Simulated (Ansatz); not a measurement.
A (001) slab of Cu (P6_3/mmc (No. 194)), 7 planes, outer planes Cu (top) and Cu (bottom), with 7 atoms (Cu7) in a surface cell of A = 5.502 Å², as cut from the bulk:

```
Cu
1.0
     2.52059    0.00000    0.00000
    -1.26030    2.18290    0.00000
     0.00000    0.00000   27.34957
Cu
7
Direct
  0.66667 0.33333 0.27423
  0.33333 0.66667 0.34948
  0.66667 0.33333 0.42474
  0.33333 0.66667 0.50000
  0.66667 0.33333 0.57526
  0.33333 0.66667 0.65052
  0.66667 0.33333 0.72577
```

Computed with DFT PBEsol, scalar-relativistic, plane waves, PAW in Ansatz. Settings: cutoff 420 eV, Γ-centred mesh 15×15×1 on the computed 7-atom cell, Gaussian smearing of 0.10 eV; no spin polarisation.

Against the same 7 atoms in the bulk, the slab as cut lies 1.109 eV higher and the relaxed slab 1.107 eV higher.

Task: Work out the surface energy before and after relaxation.

Result: The slab has two faces, so γ = (E_slab − N·E_bulk)/(2A), the mean of both. As cut: 1.109/(2 × 5.502) = 0.1008 eV/Å², and 1 eV/Å² = 16.02 J/m², so γ = 1.61 J/m². Relaxed: 1.107/(2 × 5.502) = 0.1006 eV/Å² = 1.61 J/m². Relaxation recovers 0.2 % of the cost of cutting.

Task: What is the ideal work of this cut, per area?

Result: Griffith's ideal work is 2γ: 3.23 J/m² if the new faces stay rigid, 3.22 J/m² if they relax. One thickness was run, 7 planes, so γ can still shift with it.

The reference crystal is a form of Cu, which isn't its usual structure.